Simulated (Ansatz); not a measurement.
AlPt3C (anti-perovskite, Pm-3m) under volume change, DFT-PBEsol in the program Ansatz with PAW potentials, scaled uniformly.

```csv
V (Å³/atom),E − E(relaxed) (meV/atom),P (GPa)
12.846,98.4,27.17
13.270,…,…
13.693,…,…
14.117,0.0,0.00
14.540,8.6,-6.32
14.964,32.5,-11.61
15.387,69.2,-16.02
```

Question: Fill in the missing entries.

Answer: 
- 13.270, E − E(relaxed) (meV/atom): 41.1
- 13.270, P (GPa): 16.50
- 13.693, E − E(relaxed) (meV/atom): 9.7
- 13.693, P (GPa): 7.53

Question: What does a third-order Birch–Murnaghan fit give for V₀, B₀ and B′?

Answer: V₀ = 14.12 Å³/atom, B₀ = 229 GPa, B′ = 4.8.

The start of the workflow was typed in or built on a structure type; neither database checked (COD, Materials Project) lists it. Its standing as an ambient phase is unchecked. The cell was relaxed with PBEsol under the symmetry of its start. At this level the phase is dynamically unstable (imaginary phonons). The run is not spin-polarised. Its formation energy is positive at this level, so the cell may be metastable or incomplete. Scalar-relativistic: spin–orbit coupling is off unless named, which matters more the heavier the elements.

Potentials: the later of the program's two PAW sets.
